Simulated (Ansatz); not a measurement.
According to the program Ansatz at the PBEsol level (PAW), WC in the cubic phase (Pm-3m; W on 3c, C on 3d) relaxes to a = 4.185 Å. C has 4 nearest neighbours from 2.09 Å (square planar). Against the elements it lies at 64 kJ/mol of atoms, with no fitted shifts.

Electronic character: metallic (no gap). Gap from PBEsol with spin–orbit coupling: none (metallic).

The bulk modulus is 309 GPa. The relaxed-ion elastic constants in GPa are C11 = 636, C12 = 149, C44 = 85.7. The elastic constants imply a Debye temperature near 456 K. The highest mode at Γ lies at 614 cm⁻¹.

The start of the workflow was typed in or built on a structure type; neither database checked (COD, Materials Project) lists it. It is not the phase usual at ambient conditions (space group No. 187). Symmetry was held in the PBEsol relaxation; whether a distortion lowers the energy is not shown. The run is not spin-polarised. Its formation energy is positive at this level, so the cell may be metastable or incomplete. As this level gives no gap, shear constants depend on the k-mesh and smearing (Fermi–Dirac, 0.1 eV here). As this level gives no gap, phonon frequencies hold no LO–TO term and depend on the k-mesh and smearing (Fermi–Dirac, 0.1 eV here). The references are the lowest solids computed at this level, not always the standard phases. Scalar-relativistic: spin–orbit coupling is off unless named, which matters more the heavier the elements.

Potentials: the earlier of the program's two PAW sets. The files were generated under PBE; for other functionals the program regenerates the frozen cores, and for LDA and PBEsol the local potential too.
